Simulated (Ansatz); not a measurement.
CoSn:
```
CoSn
1.0
    5.24192     0.00000     0.00000
   -2.62096     4.53964     0.00000
    0.00000     0.00000     4.18693
Co Sn
3 3
Direct
  0.50000   0.00000   0.00000
  0.50000   0.50000   0.00000
  0.00000   0.50000   0.00000
  0.00000   0.00000   0.00000
  0.33333   0.66667   0.50000
  0.66667   0.33333   0.50000
```

Relaxed with r²SCAN. Special points in fractions of this cell's reciprocal vectors: Γ (0.000, 0.000, 0.000); M (0.500, 0.000, 0.000); K (0.333, 0.333, 0.000); A (0.000, 0.000, 0.500); L (0.500, 0.000, 0.500); H (0.333, 0.333, 0.500).

Question: List the band energies nearest the Fermi level at these points for plane-wave PAW r²SCAN (Ansatz code).

Answer: In eV from the Fermi level; about four levels below and three above (degenerate sets whole), none deeper than 8.9 eV; points with the same levels are listed once.

```
k                          below                above
-  -----------------------------  -------------------
Γ        -0.52 -0.52 -0.45 -0.45  0.69 0.76 1.54 1.54
M        -1.06 -0.72 -0.47 -0.45       0.86 1.02 1.86
K        -1.06 -1.06 -0.64 -0.25       1.27 1.54 1.54
A  -0.54 -0.54 -0.48 -0.48 -0.01       0.69 1.51 1.82
L        -0.56 -0.53 -0.43 -0.19       0.52 1.39 4.32
H        -0.70 -0.70 -0.58 -0.19       1.41 3.62 3.62
```

Space group P6/mmm. Symmetry was held in the r²SCAN relaxation. The workflow began spin-polarised and lost its moments. Spin–orbit coupling is left out wherever it is not named.

Potentials: the later of the program's two PAW sets.
